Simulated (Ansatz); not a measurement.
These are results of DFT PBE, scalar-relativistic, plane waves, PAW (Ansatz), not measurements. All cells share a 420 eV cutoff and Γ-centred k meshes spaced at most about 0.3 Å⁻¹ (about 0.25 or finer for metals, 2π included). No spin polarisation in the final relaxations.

Temperature and zero-point effects are left out.

Two relaxed structures of SiP₅:

A. Space group P-6m2 (No. 187), hexagonal, a = 2.720 Å, c = 14.105 Å. Around Si lie 6 P at 2.60 Å and 6 Si at 2.72 Å; P on a site of symmetry 3m has 3 Si at 2.60 Å and 6 P at 2.72 Å; P on a second site of symmetry 3m has 9 P at 2.66–2.72 Å; around P on a site of symmetry -6m2 lie 12 P at 2.66–2.72 Å.

B. Space group R-3m (No. 166), trigonal, a = 6.551 Å, c = 8.128 Å. Around Si lie 6 P at 2.33 Å and 2 P at 2.94 Å; P on a site of symmetry 2/m has 2 Si at 2.33 Å and 2 P at 2.47 Å; P on a site of symmetry 3m has 1 P at 2.24 Å, 3 P at 2.47 Å and 1 Si at 2.94 Å.

Question: Which is lower in energy, and by how much?

Answer: B is lower, by 184 meV/atom. A has Si and P ordered on hcp sites, space group P-6m2 (No. 187), 15.1 Å³/atom and no gap on its mesh; B has space group R-3m (No. 166), 16.8 Å³/atom and no gap. Counting P atoms around Si (those within 1.25 times the shortest such distance or 1.15 times the sum of covalent radii, 1.27 where that leaves under three; the shortest distance is added where it exceeds 1.18 times the sum of covalent radii), A has Si 6 from 2.6 Å and B has Si 6. B holds P–P pairs (shortest 2.24 Å); in A the shortest P–P distance is 2.66 Å, near bonding range too. Even the lower one lies +0.54 eV/atom against the reference forms of the elements (uncorrected), so neither is stable at this level. Both come from invented guesses.

No dispersion correction is applied, so the spacing and binding between layers, chains or molecules are poorly described (P-6m2), and this can change margins and order among such cells. In P-6m2, R-3m an odd number of electrons in the primitive cell allows no gap without spin; a larger cell or a magnetic state could open one. A magnetic state wasn't ruled out in cells without spin, among them P-6m2, R-3m. Cells relaxed within their symmetry can be saddle points.
